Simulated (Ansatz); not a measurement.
Cr: from a starting cell to a relaxed one

The start is a relaxed Cr cell, doubled along one cell vector, shaken by Gaussian noise of σ = 0.08 Å a coordinate. Cell shape, volume and atoms are optimised at zero target pressure with PBEsol (plane waves to 420 eV, PAW, scalar-relativistic; Ansatz, a quantum-chemistry and plane-wave program). First-step values are on the input's coarse k-mesh.

Ansatz input (later rounds restart from its end on a renewed k-mesh):
Ansatz 0.2 input:
```yaml
crystal:
  lattice:
    - [-2.3323068372, 2.3323068372, 4.1898462804]
    - [1.1661534186, -1.1661534186, 2.0949231402]
    - [1.1661534186, 1.1661534186, -2.0949231402]
  atoms:
    - { symbol: Cr, position: [0.0151337732, -0.0366343317, -0.0542279298] }
    - { symbol: Cr, position: [0.5191876679, 0.0613422586, 0.0490685716] }
basis: { ecutwfc: 420, ecutrho_ratio: 4, xc_grid: 2, fft_grid_basis: typed }
kpoints: { mp_grid: { grid: [8, 16, 19] } }
hamiltonian:
  xc: pbesol
  dispersion: none
  pseudopotentials: { azcp: { folder: ./paw }, kind: paw }
scf: { occupations: { method: fermi_dirac, width: 0.05 } }
relax: { f_tol: 0.01, max_steps: 100, cell: { stress_tol: 0.02 } }
output: { forces: true, stress: true }
```

- Largest initial force = 0.35 eV/Å, on Cr1, Cr2 (atoms numbered as listed)
- Volume change = -0.4 %, from 11.40 to 11.35 Å³/atom
- Shortest distances (start → end) = The closest pairs of elements (up to four, under 3.6 Å), start → end: Cr–Cr 2.33 → 2.36 Å
- Optimiser moves = 14

Final values are on a 22×22×22 k-mesh of the relaxed cell. No spin polarisation in the result. A magnetic state may lie lower.

The run could not lose the symmetry of its start, so the end can be a saddle point.

The relaxed structure here is a generated cell of Cr: the first start was made by a random draw of sites in a space group, and the end was not matched to a known phase here, so it may be hypothetical. Known forms of Cr include space group No. 229.
